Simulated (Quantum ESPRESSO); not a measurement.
## Al3SiN4 (input and log of a self-consistent run)

A calculation, not a measurement. The program is pw.x of Quantum ESPRESSO 7.5 (plane-wave density functional theory). The cell is made up: 8 atoms on a wurtzite lattice, with randomly drawn elements, strain and displacements, not relaxed. PseudoDojo standard norm-conserving files (v0.5 for PBE, v0.4.1 for LDA and PBEsol) set the functional; there is no spin polarisation, spin-orbit coupling or dispersion term, and the masses in the input are unused placeholders. A spin-polarised start on this cell or one of its family kept no moment.

Input:

```
&control calculation='scf', pseudo_dir='./dojo.nc.sr.pbe.v0_5.standard.upf', outdir='./o', disk_io='medium', tprnfor=.true., tstress=.true. /
&system ibrav=0, nat=8, ntyp=3, nbnd=27, ecutwfc=84.00895049, nosym=.true., tot_charge=0,
 occupations='smearing', smearing='fd', degauss=0.0073498644
/
&electrons conv_thr=7.350e-09, electron_maxstep=60, /
ATOMIC_SPECIES
Al 1.0 Al.upf
N 1.0 N.upf
Si 1.0 Si.upf
CELL_PARAMETERS angstrom
3.1164 -0.0118 0.0345
-0.0204 5.2743 0.0044
0.0564 0.0041 5.0046
ATOMIC_POSITIONS angstrom
Al 0.0427 0.1468 -0.0398
Al 1.4668 2.6319 0.0294
Si 1.5475 0.8364 2.4406
Al -0.0256 3.5203 2.6149
N -0.1017 0.0619 1.7227
N 1.7072 2.6514 1.9887
N 1.473 0.9179 4.2262
N -0.1129 3.5672 4.3667
K_POINTS automatic
8 6 6 1 1 1
```

The log is shortened where brackets say so; the opening notice, blank lines, dates and the lines on written files are dropped, and the path of the files is cut. It prints rydbergs, bohrs and kilobars, and counts compression as positive stress.

```
     Program PWSCF v.7.5
     Parallel version (MPI & OpenMP), running on       1 processor cores
     Number of MPI processes:                 1
     Threads/MPI process:                     1
     [start-up lines left out]
     bravais-lattice index     =            0
     lattice parameter (alat)  =       5.8895  a.u.
     unit-cell volume          =     555.0385 (a.u.)^3
     number of atoms/cell      =            8
     number of atomic types    =            3
     number of electrons       =        33.00
     number of Kohn-Sham states=           27
     kinetic-energy cutoff     =      84.0090  Ry
     charge density cutoff     =     336.0358  Ry
     scf convergence threshold =      7.3E-09
     mixing beta               =       0.7000
     number of iterations used =            8  plain     mixing
     Exchange-correlation= PBE
                           (   1   4   3   4   0   0   0)
     [axes and pseudopotential details left out]
   Cartesian axes
     site n.     atom                  positions (alat units)
         1        Al     tau(   1) = (   0.0137008   0.0471024  -0.0127703  )
         2        Al     tau(   2) = (   0.4706391   0.8444744   0.0094333  )
         3        Si     tau(   3) = (   0.4965326   0.2683682   0.7830936  )
         4        Al     tau(   4) = (  -0.0082140   1.1295274   0.8390197  )
         5        N      tau(   5) = (  -0.0326316   0.0198613   0.5527474  )
         6        N      tau(   6) = (   0.5477741   0.8507311   0.6380965  )
         7        N      tau(   7) = (   0.4726284   0.2945184   1.3560232  )
         8        N      tau(   8) = (  -0.0362252   1.1445757   1.4011042  )
     number of k points=   144  Fermi-Dirac smearing, width (Ry)=  0.0073
     Number of k-points >= 100: set verbosity='high' to print them.
     Dense  grid:    57715 G-vectors     FFT dimensions: (  36,  60,  60)
     Estimated max dynamical RAM per process >      67.33 MB
     Initial potential from superposition of free atoms
     starting charge      32.9920, renormalised to      33.0000
     Starting wfcs are   32 randomized atomic wfcs
     total cpu time spent up to now is       15.6 secs
     per-process dynamical memory:    56.1 Mb
     Self-consistent Calculation
     iteration #  1     ecut=    84.01 Ry     beta= 0.70
     Davidson diagonalization with overlap
     ethr =  1.00E-02,  avg # of iterations =  4.3
     total cpu time spent up to now is       68.5 secs
     total energy              =    -104.84185553 Ry
     estimated scf accuracy    <       2.34118979 Ry
     iteration #  2     ecut=    84.01 Ry     beta= 0.70
     Davidson diagonalization with overlap
     ethr =  7.09E-03,  avg # of iterations =  2.0
     total cpu time spent up to now is      107.1 secs
     total energy              =    -105.52273946 Ry
     estimated scf accuracy    <       1.87919637 Ry
     iteration #  3     ecut=    84.01 Ry     beta= 0.70
     Davidson diagonalization with overlap
     ethr =  5.69E-03,  avg # of iterations =  2.0
     total cpu time spent up to now is      142.1 secs
     total energy              =    -105.84006511 Ry
     estimated scf accuracy    <       0.03610559 Ry
     iteration #  4     ecut=    84.01 Ry     beta= 0.70
     Davidson diagonalization with overlap
     ethr =  1.09E-04,  avg # of iterations =  6.9
     total cpu time spent up to now is      196.6 secs
     total energy              =    -105.85746714 Ry
     estimated scf accuracy    <       0.00848387 Ry
     iteration #  5     ecut=    84.01 Ry     beta= 0.70
     Davidson diagonalization with overlap
     ethr =  2.57E-05,  avg # of iterations =  5.3
     total cpu time spent up to now is      246.8 secs
     total energy              =    -105.85848116 Ry
     estimated scf accuracy    <       0.00358922 Ry
     [iterations 6 to 7 left out]
     iteration #  8     ecut=    84.01 Ry     beta= 0.70
     Davidson diagonalization with overlap
     ethr =  6.27E-07,  avg # of iterations =  2.1
     total cpu time spent up to now is      363.3 secs
     total energy              =    -105.85859195 Ry
     estimated scf accuracy    <       0.00000757 Ry
     iteration #  9     ecut=    84.01 Ry     beta= 0.70
     Davidson diagonalization with overlap
     ethr =  2.29E-08,  avg # of iterations =  3.4
     total cpu time spent up to now is      408.3 secs
     total energy              =    -105.85859629 Ry
     estimated scf accuracy    <       0.00000149 Ry
     iteration # 10     ecut=    84.01 Ry     beta= 0.70
     Davidson diagonalization with overlap
     ethr =  4.53E-09,  avg # of iterations =  1.4
     total cpu time spent up to now is      444.9 secs
     total energy              =    -105.85859627 Ry
     estimated scf accuracy    <       0.00000036 Ry
     iteration # 11     ecut=    84.01 Ry     beta= 0.70
     Davidson diagonalization with overlap
     ethr =  1.09E-09,  avg # of iterations =  2.0
     total cpu time spent up to now is      484.5 secs
     total energy              =    -105.85859634 Ry
     estimated scf accuracy    <          7.5E-09 Ry
     iteration # 12     ecut=    84.01 Ry     beta= 0.70
     Davidson diagonalization with overlap
     ethr =  2.26E-11,  avg # of iterations =  3.7
     total cpu time spent up to now is      531.7 secs
     End of self-consistent calculation
     Number of k-points >= 100: set verbosity='high' to print the bands.
     the Fermi energy is    12.1076 ev
!    total energy              =    -105.85859635 Ry
     estimated scf accuracy    <          4.5E-09 Ry
     smearing contrib. (-TS)   =      -0.00486693 Ry
     internal energy E=F+TS    =    -105.85372942 Ry
     The total energy is F=E-TS. E is the sum of the following terms:
     one-electron contribution =      -1.89981090 Ry
     hartree contribution      =      22.54468954 Ry
     xc contribution           =     -34.90070374 Ry
     ewald contribution        =     -91.59790432 Ry
     convergence has been achieved in  12 iterations
     Forces acting on atoms (cartesian axes, Ry/au):
     atom    1 type  1   force =    -0.11413740   -0.08810241   -0.05909633
     atom    2 type  1   force =    -0.01713986    0.03934724    0.01087112
     atom    3 type  3   force =    -0.01129401    0.02009142   -0.02439909
     atom    4 type  1   force =     0.08815324    0.05507935   -0.06760789
     atom    5 type  2   force =     0.03554656    0.02198807    0.12851192
     atom    6 type  2   force =    -0.13323919   -0.09127021   -0.04753697
     atom    7 type  2   force =     0.10066225    0.02586005   -0.03975588
     atom    8 type  2   force =     0.05144841    0.01700650    0.09901311
     Total force =     0.338336     Total SCF correction =     0.000053
     Computing stress (Cartesian axis) and pressure
          total   stress  (Ry/bohr**3)                   (kbar)     P=       98.40
   0.00053383   0.00050250  -0.00033732           78.53       73.92      -49.62
   0.00050250   0.00012302   0.00002854           73.92       18.10        4.20
  -0.00033732   0.00002854   0.00134998          -49.62        4.20      198.59
     init_run     :     14.04s CPU     15.50s WALL (       1 calls)
     electrons    :    475.19s CPU    516.13s WALL (       1 calls)
     forces       :      6.50s CPU      6.58s WALL (       1 calls)
     stress       :     22.01s CPU     22.10s WALL (       1 calls)
     [timing details left out]
     PWSCF        :   8m37.92s CPU   9m20.69s WALL
     JOB DONE.
```

In other units: free energy -1440.280 eV for the cell, pressure 9.84 GPa, largest force component 3.426 eV/Å. A rerun of a related cell, with the same atoms placed differently, at 1437 eV and a 10 x 8 x 8 mesh moved values by no more than 0.002 eV in energy, 0.08 GPa in stress and 0.013 eV/Å in force.